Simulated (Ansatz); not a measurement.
Total density of states per atom from the program Ansatz at the r²SCAN level (PAW), in 0.25 eV bins, energy from the Fermi level:

```csv
E (eV),states/eV/atom
-7.85,0.10
-7.60,0.01
-7.35,0.00
-7.10,0.00
-6.85,0.00
-6.60,0.00
-6.35,0.00
-6.10,0.00
-5.85,0.00
-5.60,0.00
-5.35,0.02
-5.10,0.33
-4.85,0.59
-4.60,0.47
-4.35,0.45
-4.10,0.43
-3.85,0.26
-3.60,0.42
-3.35,0.89
-3.10,1.49
-2.85,1.17
-2.60,1.59
-2.35,1.58
-2.10,1.30
-1.85,2.34
-1.60,3.07
-1.35,1.17
-1.10,0.70
-0.85,0.41
-0.60,0.84
-0.35,1.21
-0.10,0.94
0.15,0.56
0.40,0.42
0.65,0.38
0.90,0.32
1.15,0.25
1.40,0.17
1.65,0.37
1.90,0.66
2.15,0.62
2.40,0.80
2.65,2.37
2.90,6.00
```

**Question.** Which compound is it?
(A) LaPt5, P6/mmm (La on 1a, Pt on 2c, Pt on 3g)
(B) LaAlSi, I4_1md (La on 4a, Al on 4a, Si on 4a)
(C) Y2GeRh3, R-3m (Y on 6c, Ge on 3a, Rh on 9d)
(D) LaNi2Ge2, I4/mmm (La on 2a, Ni on 4d, Ge on 4e)

**Answer.** D, LaNi2Ge2, I4/mmm (La on 2a, Ni on 4d, Ge on 4e). Within 0.5 eV of the Fermi level: Ni 3d 52 %, Ge 4p 20 %, La 5d 18 %. Projections are on Löwdin-orthogonalised atomic valence shells; empty p or d shells of many metals are not among them.

The workflow started from a Materials Project entry (that database holds measured and hypothetical structures alike); the Crystallography Open Database copy checked does not list it. Whether it is the stable phase at ambient conditions was not checked. The cell was relaxed with r²SCAN under the symmetry of its start; its stability against distortions is not shown here. No spin polarisation was allowed. Spin–orbit coupling is left out wherever it is not named.

Potentials: the later of the program's two PAW sets.
